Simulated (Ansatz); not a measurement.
# Structures of RbAl3: which is lowest?

Plane-wave DFT in Ansatz with scalar-relativistic PAW potentials, cutoff 420 eV, Γ-centred meshes chosen by cell and gap, Gaussian smearing with energies taken to zero width. Every cell was relaxed (cell and atoms) in a run of its own, within the symmetry of its start. Functional: PBE.

Relaxed structures (starts from databases or built by putting these elements on another compound's sites):
A. Pm-3m, 4 atoms in the computed cell, a = 4.696 Å; sites (symmetry × multiplicity) Rb m-3m × 1, Al 4/mm.m × 3; start: built
B. Fm-3m, 4 atoms in the computed cell, a = 7.262 Å; sites (symmetry × multiplicity) Rb m-3m × 4, Al -43m × 8 + m-3m × 4; start: built

Task: Rank them by energy. Could pressure change the order?

Result:
| structure | group | E − E(lowest) (meV/atom) | V (Å³/atom) | gap on mesh (eV) |
| --- | --- | --- | --- | --- |
| B | Fm-3m | 0.0 | 23.94 | 0.00 |
| A | Pm-3m | 134 | 25.89 | 0.00 |

B is lowest, 134 meV/atom under A. The lowest is also the densest of these, so pressure wouldn't bring one of the others in at first order. Other structures may lie lower than all of these, and vibrations aren't counted.